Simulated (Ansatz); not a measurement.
The elements of this relaxed trial crystal are hidden behind letters.

```
lattice vectors (Å)
   4.2779    0.0000    0.0000
   0.0000    4.2779    0.0000
   0.0000    0.0000    6.6888
fractional positions
X 0.0000 0.0000 0.5000
X 0.0000 0.0000 0.0000
X 0.0000 0.5000 0.7719
X 0.5000 0.0000 0.7719
X 0.0000 0.5000 0.2281
X 0.5000 0.0000 0.2281
Z 0.5000 0.5000 0.5000
```

Method: DFT PBE, scalar-relativistic, plane waves, PAW in Ansatz 0.2.0. The final run on the 7-atom cell used 420 eV, a Γ-centred 8×8×6 mesh, 0.10 eV smearing and no spin polarisation.

| Quantity | Value |
| --- | --- |
| Space group | P4/mmm (No. 123) |
| Conventional cell | a = 4.278 Å, c = 6.689 Å |
| Volume per atom | 17.49 Å³ |
| Density | 4.88 g/cm³ |
| Formation energy | +0.09 eV/atom |
| Gap on the 8×8×6 mesh of the 7-atom cell | 0 eV (a metal) |

Energies are uncorrected and count from the elements' standard states at the same level.

**Question.** X is a d-block element of period 4 and Z is a p-block element of period 4. Which elements are they?

**Answer.** X = Ti, Z = Ge, so the formula is Ti6Ge. Density times volume gives a mean mass of 4.88 × 17.49/1.6605 = 51.4 u per atom, and this set has 51.4 u. Among the elements that the hints allow, noble gases aside, only these give it. Ti on a site of symmetry 4/mmm has 8 Ti at 2.81 Å, 4 Ge at 3.02 Å and 2 Ti at 3.34 Å; Ti on a second site of symmetry 4/mmm has 8 Ti at 2.63 Å and 2 Ti at 3.34 Å; Ge has 8 Ti at 2.81 Å and 4 Ti at 3.02 Å; 1 more site not described.

Symmetry constrained the relaxation, so the result can be a saddle point. Another cell of the same search, in C2, lies 290 meV/atom lower, so this cell isn't the stable form at this level.
